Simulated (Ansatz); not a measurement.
A geometry of Bi away from equilibrium: step 2 of the relaxation of a relaxed Bi cell shaken by Gaussian noise of σ = 0.08 Å a coordinate. Calculation: r2SCAN (plane waves to 500 eV, PAW, scalar-relativistic; Ansatz, a program for electronic structure). Γ-centred k-mesh 5×5×5 on the run's cell (coarser than for final values), Fermi–Dirac smearing 0.05 eV.

```xyz
8
Lattice="6.3847 -0.0159 -0.0150 -0.0159 6.3698 -0.0058 -0.0150 -0.0058 6.3649" Properties=species:S:1:pos:R:3:forces:R:3 pbc="T T T" free_energy=-99304.051 pressure_GPa=-0.2
Bi     1.8027     0.0774     3.1538    0.2751   -0.0468    0.0110
Bi     4.9684     0.1258     3.0077    0.3250   -0.0473   -0.1269
Bi    -0.0384     3.1408     1.7232   -0.2081   -0.0657    0.2254
Bi     0.1033     2.9969     4.8704   -0.0690   -0.1433    0.4087
Bi     3.4381     1.7120    -0.1062    0.1146    0.2251   -0.2102
Bi     3.0477     4.8834     0.0071   -0.2280    0.2153   -0.0656
Bi    -0.0581    -0.1291    -0.0307   -0.1094   -0.3537   -0.1756
Bi     3.1923     3.3967     3.1811   -0.1003    0.2164   -0.0668
```

Positions in Å, forces in eV/Å, free energy of the cell in eV (comparable only within this code, potentials and settings). Largest force: 0.44 eV/Å, on Bi4 (atoms numbered as listed); the geometry lies 0.33 eV/atom above the end of its relaxation.

No spin polarisation in the result.

Of the parent cell (Pm-3n (No. 223)): it is a generated cell of Bi: the first start was made by placing the elements on the sites of a structure type, and the end was not matched to a known phase here, so it may be hypothetical. Known forms of Bi include space group No. 166.
